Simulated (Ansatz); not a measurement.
## Property card for TaAs

TaAs:
```xyz
4
Lattice="-1.7143 1.7143 5.7921 1.7143 -1.7143 5.7921 1.7143 1.7143 -5.7921" Properties=species:S:1:pos:R:3 pbc="T T T"
Ta     0.0000     1.7143     2.8995
Ta     0.0000     0.0000     0.0035
As     1.7143     0.0000     3.8494
As     0.0000     0.0000     6.7455
```

Space group I4_1md (No. 109); conventional cell a = 3.4287 Å, b = 3.4287 Å, c = 11.5842 Å, α = 90.00°, β = 90.00°, γ = 90.00°.

Method: PBEsol (plane waves, PAW; program Ansatz). Geometry: relaxed at this level of theory. Other levels are named where they apply.

Cell and energy:

```json
{
 "volume_per_atom": "17.02 Å³",
 "density": "12.48 g/cm³",
 "Formation energy from the elements (no fitted shifts)": "-0.61 eV/atom"
}
```

Electronic structure:

```json
{
 "electronic_character": "no gap, with almost no states at the Fermi level (zero-gap or semimetallic)",
 "Density of states at the Fermi level": "0.01 states/eV per atom (mean over ±0.08 eV)"
}
```

Mechanics:

```json
{
 "Bulk modulus (Birch–Murnaghan fit)": "189 GPa",
 "Pressure derivative B′": "4.3"
}
```

Phonons:

```json
{
  "highest_zone_centre_frequency": "262 cm⁻¹",
  "zone_centre_stability": "no imaginary mode at Γ"
}
```

The PBEsol relaxation kept the symmetry of its start. The run is not spin-polarised. A small band overlap can be real or an error of a semilocal functional. As this level gives no gap, phonon frequencies hold no LO–TO term and depend on the k-mesh and smearing (Fermi–Dirac, 0.1 eV here). The references are the lowest solids computed at this level, not always the standard phases. Scalar-relativistic: spin–orbit coupling is off unless named, which matters more the heavier the elements.

Potentials: the earlier of the program's two PAW sets. The files were generated under PBE; for other functionals the program regenerates the frozen cores, and for LDA and PBEsol the local potential too.
